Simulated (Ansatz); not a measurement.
CoPdN$_{2}$:
Space group R-3m, hexagonal axes (No. 166); a = 2.793 Å, b = 2.793 Å, c = 18.071 Å, α = 90.00°, β = 90.00°, γ = 120.00°

```json
[
 {"atom": "Co", "site": "3b", "symmetry": "-3m", "x": "0.0000", "y": "0.0000", "z": "0.5000"},
 {"atom": "Pd", "site": "3a", "symmetry": "-3m", "x": "0.0000", "y": "0.0000", "z": "0.0000"},
 {"atom": "N", "site": "6c", "symmetry": "3m", "x": "0.0000", "y": "0.0000", "z": "0.1091"}
]
```
(The calculation used a cell of 4 atoms; values per cell refer to that cell.)

Relaxed at zero pressure with plane-wave PAW PBE (Ansatz code).

The volume is raised by 6 % and shape and atoms relax at that volume. What pressure results, and how do the axes share the change?

-11.2 GPa; a 2.5 %, b 2.5 %, c 0.8 %; the energy rises by 22 meV/atom.

Give the new structure.


Space group R-3m, hexagonal axes (No. 166); a = b = 2.8633 Å, c = 18.2214 Å, α = β = 90.00°, γ = 120.00°

```
atom  site  symmetry       x       y       z
----  ----  --------  ------  ------  ------
Co      3b       -3m  0.0000  0.0000  0.5000
Pd      3a       -3m  0.0000  0.0000  0.0000
N       6c        3m  0.0000  0.0000  0.1098
```

The phase is kept; no other phase was compared at this pressure.

The start of the workflow was typed in or built on a structure type; neither database checked (COD, Materials Project) lists it. Its standing as an ambient phase is unchecked. Symmetry was held in the PBE relaxation; whether a distortion lowers the energy is not shown. The workflow began spin-polarised and lost its moments. Its formation energy is positive at this level, so the cell may be metastable or incomplete.

Potentials: the later of the program's two PAW sets.
